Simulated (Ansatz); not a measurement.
The relaxed structure here is a generated cell of HfO2: the first start was made by placing the elements on the sites of a structure type, and the end was not matched to a known phase here, so it may be hypothetical. Known forms of HfO2 include space group No. 14, 29, 137, 225.

A relaxed structure of HfO2. Level of theory: PBE (plane waves to 420 eV, PAW, scalar-relativistic; Ansatz, an electronic-structure program).

```
CELL_PARAMETERS angstrom
      3.86309     0.00000     0.00000
      0.00000     3.49090     0.00000
     -1.35833     0.00000     5.29764
ATOMIC_POSITIONS crystal
  Hf 0.66628 0.75000 0.76939
  Hf 0.33372 0.25000 0.23061
  O  0.23350 0.75000 0.93282
  O  0.26964 0.75000 0.41688
  O  0.76650 0.25000 0.06718
  O  0.73036 0.25000 0.58312
```

**Question.** Find the space group and the Wyckoff positions (tolerance 0.01 Å).

**Answer.** Space group P2₁/m (No. 11); a = 3.863 Å, b = 3.491 Å, c = 5.469 Å, α = γ = 90.00°, β = 104.38°

```tsv
atom	site	symmetry	x	y	z
Hf	2e	m	0.3337	0.2500	0.2306
O	2e	m	0.7665	0.2500	0.0672
O	2e	m	0.2696	0.7500	0.4169
```

**Question.** Give the shortest distances between elements (the closest pairs, up to four, under 3.6 Å).

**Answer.** Hf–O 2.07 Å; O–O 2.50 Å; Hf–Hf 3.39 Å.

| Property | Result |
|---|---|
| Volume per atom | 11.91 Å³ |
| Band gap | 4.87 eV, direct at Γ (no spin-orbit coupling) |

No spin polarisation in the result.

It was reached from a disturbed copy of a P4₂/nmc (No. 137) cell, against which it lies -0.029 eV/atom.
